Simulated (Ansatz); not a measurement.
# What DFT gives for Hf$_{3}$Cu$_{4}$Si$_{4}$

```xyz
11
Lattice="0.0000 0.0000 3.9705 0.0000 -6.3156 0.0000 6.5924 3.1578 -1.9852" Properties=species:S:1:pos:R:3 pbc="T T T"
Cu    4.3273    1.1873    0.0000
Cu    2.2652   -4.3452    1.9852
Cu    4.3273   -1.1873    0.0000
Cu    2.2652   -1.9705    1.9852
Si    0.0000   -5.1093    1.9852
Si    0.0000   -1.2063    1.9852
Si    2.7952   -3.1578    0.0000
Si    3.7972    0.0000    1.9852
Hf    0.0000   -3.1578    0.0000
Hf    1.7536    0.0000    0.0000
Hf    4.8389   -3.1578    1.9852
```

Level: r2SCAN, no spin polarisation; 500 eV; 6×6×6 Γ-centred mesh; fermi-dirac occupations (width 0.1 eV); Ansatz 0.2.0, fixed geometry.

**At the Fermi level.** It is a metal, with about 3.7 states/eV a cell as the mean within 0.25 eV of the Fermi level, mostly Hf d (66 %).
**Stress.** The pressure is -4.7 GPa (compression positive), so with the atoms held at these fractions the cell would first shrink; the forces are large, so a full relaxation may end otherwise. The principal stresses -6.5, -5.3, -2.4 GPa differ, so its shape would change too.
**Forces.** The largest is on Hf10 (and as large on other atoms): 1.25 eV/Å, components (-1.25, 0.00, 0.00). It makes 155° with the line to a nearest neighbour, Cu1 at 2.83 Å, pointing away from it.
**Formation energy.** -0.51 eV an atom against the elements' usual phases (free molecules for gases, crystals otherwise, with no correction for O₂ or N₂), so it is bound against them; other compounds may still compete. Relaxing would lower it.
**Contacts.** Cu–Cu at 2.37 Å: least valence density 0.37 e/Å³ and ELF 0.23 there. Cu–Si at 2.37 Å is left out, since its least density falls inside a PAW sphere. These are pseudo-fields; inside the PAW spheres they differ from the all-electron ones.

Origin: a known structure type with other elements, at an estimated volume, so it need not be a known compound.
